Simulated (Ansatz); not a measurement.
The elements of this relaxed trial crystal are hidden behind letters.

```
lattice vectors (Å)
   3.6860    2.1281    3.2255
  -3.6860    2.1281    3.2255
   0.0000   -4.2562    3.2255
fractional positions
X 0.9718 0.9718 0.9718
Z 0.4662 0.8436 0.1587
Z 0.1587 0.4662 0.8436
Z 0.8436 0.1587 0.4662
Q 0.5286 0.5286 0.5286
```

Computed with DFT PBE, scalar-relativistic, plane waves, PAW in Ansatz 0.2.0. Settings of the last relaxation (5-atom cell): 420 eV, 6×6×6 k points, Gaussian smearing of 0.10 eV, no spin polarisation.

* Space group: R3 (No. 146)
* Conventional cell: a = 7.372 Å, c = 9.676 Å
* Volume per atom: 30.36 Å³
* Density: 4.84 g/cm³
* Formation energy: −0.10 eV/atom
* Gap on the 6×6×6 mesh of the 5-atom cell: 0 eV (a metal)

Energies are uncorrected and count from the elements' standard states at the same level.

Task: X is a d-block element of period 4, Z is a p-block element of period 5 and Q is a p-block element of period 3. Which elements are they?

Result: X = Sc, Z = Sb, Q = S, so the formula is ScSb3S. Density times volume gives a mean mass of 4.84 × 30.36/1.6605 = 88.5 u per atom, and this set has 88.5 u. Sc is surrounded by 6 Sb at 2.91–2.93 Å; Sb is surrounded by 1 S at 2.56 Å, 2 Sc at 2.91–2.93 Å and 2 Sb at 3.24 Å; S has 3 Sb at 2.56 Å. Other sets within the hints have nearly the same mass, so mass alone doesn't settle it; this one was computed.

These runs have no spin–orbit coupling, which can matter for Sb. A structure relaxed within its symmetry needn't be a true minimum. Another cell of ScSb3S relaxed alike, in P6/mmm, lies 80 meV/atom lower, so this cell isn't the stable form at this level.
